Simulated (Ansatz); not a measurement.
Li$_{3}$LaBi$_{2}$ in space group P-3m1 (No. 164; Li on 2d, Li on 1b, La on 1a, Bi on 2d) at seven volumes, DFT-r²SCAN in the program Ansatz with PAW potentials, shape and atoms relaxed at each. One row is withheld.

```
V (Å³/atom)  P (GPa)
-----------  -------
22.366          4.47
23.103          2.75
23.841             ?
24.578          0.00
25.315         -1.08
26.053         -2.02
26.790         -2.82
```

Problem. Fit the shown pressures and predict the withheld one.

Solution. P = (3/2)B₀(x^(7/2) − x^(5/2))[1 + (3/4)(B′ − 4)(x − 1)] with x = (V₀/V)^(2/3). Least squares on the six rows gives V₀ = 24.580 Å³/atom, B₀ = 39.1 GPa, B′ = 4.08. At V = 23.841, x = 1.0206 and P = 1.27 GPa. The run itself gave 1.27 GPa.

The first step of the workflow began from a Materials Project structure, measured or hypothetical; the Crystallography Open Database files this formula in space group No. 164, but the cells were not matched. Its standing as an ambient phase is unchecked. The cell was relaxed with r²SCAN under the symmetry of its start; its stability against distortions is not shown here. Scalar-relativistic: spin–orbit coupling is off unless named, which matters more the heavier the elements.

Potentials: the later of the program's two PAW sets.
